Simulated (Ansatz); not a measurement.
The relaxed structure here is a generated cell of Hf2Ge: the first start was made by a random draw of sites in a space group, and the end was not matched to a known phase here, so it may be hypothetical.

The start is a randomly generated symmetric cell of Hf2Ge (space group No. 225). Cell shape, volume and atoms are optimised at zero target pressure with r2SCAN (plane waves to 500 eV, PAW, scalar-relativistic; Ansatz, a first-principles code). The first steps use a coarse 6×6×6 k-mesh.

Starting cell:
```
Hf2Ge
1.0
    0.00000     3.24114     3.24114
    3.24114     0.00000     3.24114
    3.24114     3.24114     0.00000
Ge Hf
1 2
Direct
  0.00000   0.00000   0.00000
  0.25000   0.25000   0.25000
  0.75000   0.75000   0.75000
```

Q: How large is the pressure on the unrelaxed cell, and of which sign?

A: -7 GPa (negative: the cell is under tension).

Q: By how much does the energy per atom fall from start to end?

A: 0.03 eV/atom.

Q: How does the volume per atom move from start to end?

A: -6.3 %, from 22.70 to 21.27 Å³/atom.

Q: How do the shortest distances between atoms change?

A: The closest pairs of elements (up to four, under 3.6 Å), start → end: Ge–Hf 2.81 → 2.75 Å; Hf–Hf 3.24 → 3.17 Å.

Q: Write out the relaxed structure.

A: 
```cif
data_Ge4Hf8
_chemical_formula_sum 'Ge4 Hf8'
_space_group_name_H-M_alt 'Fm-3m'
_space_group_IT_number 225
_space_group_name_Hall '-F 4 2 3'
_cell_length_a 6.34318
_cell_length_b 6.34318
_cell_length_c 6.34318
_cell_angle_alpha 90.000
_cell_angle_beta 90.000
_cell_angle_gamma 90.000
loop_
_atom_site_label
_atom_site_type_symbol
_atom_site_symmetry_multiplicity
_atom_site_Wyckoff_symbol
_atom_site_fract_x
_atom_site_fract_y
_atom_site_fract_z
_atom_site_occupancy
Ge1 Ge 4 a 0.00000 0.00000 0.00000 1
Hf1 Hf 8 c 0.25000 0.25000 0.25000 1
```
(The calculation used a cell of 3 atoms; values per cell refer to that cell.)

The space group stays Fm-3m (No. 225) (the run could not lower it); the end is anti-fluorite type, with 3 atoms in the primitive cell. Final values are on a 13×13×13 k-mesh of the relaxed cell. No spin polarisation in the result.

The run could not lose the symmetry of its start: the end is stationary, and may be a saddle point rather than a minimum.

All atoms sit on sites fixed by symmetry, so only the cell could relax.
